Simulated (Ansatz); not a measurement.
SiNF:
```cif
data_F2N2Si2
_chemical_formula_sum 'Si2 N2 F2'
_space_group_name_H-M_alt 'Pmn21'
_space_group_IT_number 31
_space_group_name_Hall 'P 2ac -2'
_cell_length_a 2.89030
_cell_length_b 4.85380
_cell_length_c 4.82633
_cell_angle_alpha 90.000
_cell_angle_beta 90.000
_cell_angle_gamma 90.000
loop_
_space_group_symop_operation_xyz
  'x, y, z'
  '-x+1/2, -y, z+1/2'
  '-x, y, z'
  'x+1/2, -y, z+1/2'
loop_
_atom_site_label
_atom_site_type_symbol
_atom_site_symmetry_multiplicity
_atom_site_Wyckoff_symbol
_atom_site_fract_x
_atom_site_fract_y
_atom_site_fract_z
_atom_site_occupancy
Si1 Si 2 a 0.00000 0.38914 0.99165 1
N1 N 2 a 0.00000 0.51670 0.32449 1
F1 F 2 a 0.00000 0.06289 0.01720 1
```

Relaxed with r²SCAN+D4.

Tabulate the valence density and the electron localisation function along the shortest Si–N contact (1.72 Å), the program Ansatz at the r²SCAN+D4 level (PAW).



```tsv
distance from Si (Å)	density (e/Å³)	ELF
0.17	0.13	0.36
0.26	0.17	0.28
0.34	0.23	0.28
0.43	0.33	0.38
0.52	0.45	0.55
0.60	0.60	0.72
0.69	0.76	0.82
0.77	0.94	0.88
0.86	1.14	0.90
0.94	1.36	0.90
1.03	1.65	0.89
1.12	2.04	0.86
1.20	2.54	0.80
1.29	3.05	0.69
1.37	3.39	0.49
1.46	3.50	0.26
1.55	3.43	0.10
```

The density is the valence pseudo-density with augmentation charge, so density and ELF within about 1 Å of a nucleus are not all-electron values.

Space group Pmn2_1. The start of the workflow was typed in or built on a structure type; neither database checked (COD, Materials Project) lists it. Whether it is the stable phase at ambient conditions was not checked. The r²SCAN+D4 relaxation kept the symmetry of its start; whether a distortion lowers the energy is not shown. The volume moved by -41 % from the start of the relaxation.

Potentials: the earlier of the program's two PAW sets. The files were generated under PBE; for other functionals the program regenerates the frozen cores, and for LDA and PBEsol the local potential too.
